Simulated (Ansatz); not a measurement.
A plane-wave DFT run in Ansatz 0.2.0 (scalar-relativistic PAW potentials unless the input names others): input and command.

```yaml
crystal:
  lattice:
    - [3.8496382923, 0.0, 0.0]
    - [0.0, 5.4442106826, -7.29946e-05]
    - [1.9248191461, 2.7220794682, 1.9288640645]
  atoms:
    - { symbol: P, position: [-2.7473e-06, 0.4999341704, 5.4946e-06] }
    - { symbol: Ga, position: [0.5000027473, 0.7500658296, -5.4946e-06] }
basis:
  ecutwfc: 500
kpoints:
  mp_grid: { grid: [7, 5, 14], shift: [0.5, 0.5, 0.5] }
hamiltonian:
  xc: r2scan
scf:
  occupations: { method: gaussian, width: 0.02 }
output:
  forces: true
  eigenvalues: true
  stress: true
```

```bash
ansatz run input.yaml --threads 2 --pin off --max-ram 5120MiB --backend cpu --events-out ev --progress --plain --runs-dir out
```

Abridged log:
```
Warning: 2 symmetry operations that the atoms keep within the bar at which the run's group was sought (crystal.symmetry.tolerance 1.0e-5, or twice it) were not taken beside the 2 unitary ones that the detection took (of a slab, those that keep its plane). ...
Basis set: ecut = 500 eV, 965 PW (Γ), exchange–correlation on 120×160×120 points (64 copies of the dense FFT grid, shifted against one another)
Bands: 13, of which v1, the nominal top of the filled ones, is band 9 counted from 1 (8 counted from 0)
Symmetry: 2 space group operations
k-points: 126 of 490 (time reversal used)
SCF iter   1: F=—  HF=-4550.476588 eV  |F-HF|=—  |Δ(HF+E_count)|=         —  Δρ=8.74e-3  dr2=1.87e-2  dr2_τ=7.36e-3  ethr=1.77e-3  ⟨swp⟩=6.2  Hψ=11090  notcnv=0
SCF iter   2: F=—  HF=-4550.486929 eV  |F-HF|=—  |Δ(HF+E_count)|=   1.03e-2  Δρ=2.33e-3  dr2=3.12e-3  dr2_τ=9.96e-5  ethr=1.04e-4  ⟨swp⟩=3.0  Hψ=4640  notcnv=0
SCF iter   3: F=—  HF=-4550.485358 eV  |F-HF|=—  |Δ(HF+E_count)|=   1.57e-3  Δρ=1.70e-3  dr2=5.04e-4  dr2_τ=7.58e-6  ethr=1.73e-5  ⟨swp⟩=2.0  Hψ=3282  notcnv=0
SCF iter   4: F=—  HF=-4550.485584 eV  |F-HF|=—  |Δ(HF+E_count)|=   2.25e-4  Δρ=2.38e-4  dr2=3.94e-5  dr2_τ=4.67e-7  ethr=2.80e-6  ⟨swp⟩=3.0  Hψ=3010  notcnv=0
SCF iter   5: F=—  HF=-4550.485573 eV  |F-HF|=—  |Δ(HF+E_count)|=   1.08e-5  Δρ=8.25e-5  dr2=2.32e-6  dr2_τ=2.92e-8  ethr=2.19e-7  ⟨swp⟩=2.0  Hψ=2028  notcnv=0
SCF iter   6: F=-4550.485572 eV  HF=-4550.485572 eV  |F-HF|=6.77e-8  |Δ(HF+E_count)|=   5.53e-7  Δρ=9.81e-6  dr2=3.81e-8  dr2_τ=3.52e-9  ethr=5.56e-10  ⟨swp⟩=5.0  Hψ=9820  notcnv=0
SCF 1 converged in 6 iterations: F = -4550.485572 eV  dr2 = 3.81e-8
SCF converged after 6 iterations
Free energy (F): -4550.485572 eV
Harris-Foulkes:  -4550.485572 eV  (|F-HF|=6.77e-8)
Internal energy: -4550.485572 eV  (E = F + TS)
E sigma→0 (E₀):  -4550.485572 eV
Fermi energy:    7.929798 eV
--- Forces (eV/Å), atoms counted from 1 ---
  atom   1  P      0.00000000    -0.00883173     0.00039552
  atom   2  Ga     0.00000000     0.00883292    -0.00039354
--- Stress (GPa, compression-positive) ---
        0.287549       0.000000       0.000000
        0.000000       0.237520       0.007565
        0.000000       0.007566      -0.038901
  P = ⅓ Tr σ = 0.1621 GPa (1.621 kbar)
```

Apart from outputs, empty bands and the relaxation, which only the reference makes, the input differs from a reference run on usual settings in kpoints.mp_grid.shift: not typed → [0.5, 0.5, 0.5]. The reference, at the same geometry, ended its own course with pressure 0.16 GPa, largest force 0.009 eV/Å, gap on the mesh 1.84 eV. This run converged in 6 SCF iterations with an energy at zero smearing 0.92 meV/atom below the reference's, pressure 0.16 GPa, largest force 0.009 eV/Å, gap on the mesh 2.15 eV.

The run took 9 s on 2 threads of Arm Neoverse V1, on a shared host, peak memory 0.55 GiB.